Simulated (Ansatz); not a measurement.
Consider the following.

InRh3N:
```
CELL_PARAMETERS angstrom
      4.06327     0.00000     0.00000
      0.00000     4.06327     0.00000
      0.00000     0.00000     4.06327
ATOMIC_POSITIONS crystal
  In 0.00000 0.00000 0.00000
  Rh 0.00000 0.50000 0.50000
  Rh 0.50000 0.00000 0.50000
  Rh 0.50000 0.50000 0.00000
  N  0.50000 0.50000 0.50000
```

This is the PBEsol-relaxed structure.

All from PBEsol in the plane-wave PAW code Ansatz, unless another level is named. Give the electronic character.

metallic (no gap).

What about the formation energy from the elements (no fitted shifts)?

-0.083 eV/atom.

Predict the density of states at the Fermi level.

1.1 states/eV per atom (mean over ±0.08 eV).

Space group Pm-3m (anti-perovskite). The start of the workflow was typed in or built on a structure type; neither database checked (COD, Materials Project) lists it. Its standing as an ambient phase is unchecked. The cell was relaxed with PBEsol under the symmetry of its start; its stability against distortions is not shown here. The workflow began spin-polarised and lost its moments. The references are the lowest solids computed at this level, not always the standard phases (solids in place of the gases). Scalar-relativistic: spin–orbit coupling is off unless named, which matters more the heavier the elements.

Potentials: the earlier of the program's two PAW sets. The files were generated under PBE; for other functionals the program regenerates the frozen cores, and for LDA and PBEsol the local potential too.
